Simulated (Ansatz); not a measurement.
Ge in space group P6_3/mmc (No. 194; Ge on 4f) under volume change, the program Ansatz at the PBEsol level (PAW), shape and atoms relaxed at each volume.

| V (Å³/atom) | E − E(relaxed) (meV/atom) | P (GPa) |
|---|---|---|
| 20.762 | (withheld) | (withheld) |
| 21.447 | 19.3 | 4.83 |
| 22.131 | 4.5 | 2.19 |
| 22.815 | 0.0 | 0.00 |
| 23.500 | (withheld) | (withheld) |
| 24.184 | 15.5 | -3.44 |
| 24.869 | 33.1 | -4.76 |

Question: Complete the blanks.

Answer: 
- 23.500, E − E(relaxed) (meV/atom): 4.1
- 23.500, P (GPa): -1.87
- 20.762, E − E(relaxed) (meV/atom): 46.4
- 20.762, P (GPa): 7.95

Question: What does a third-order Birch–Murnaghan fit give for V₀, B₀ and B′?

Answer: V₀ = 22.81 Å³/atom, B₀ = 67.6 GPa, B′ = 4.7.

The first step of the workflow began from a Materials Project structure, measured or hypothetical; the Crystallography Open Database copy checked does not list it. It is not the phase usual at ambient conditions (space group No. 227). The cell was relaxed with PBEsol under the symmetry of its start; its stability against distortions is not shown here.

Potentials: the earlier of the program's two PAW sets. The files were generated under PBE; for other functionals the program regenerates the frozen cores, and for LDA and PBEsol the local potential too.
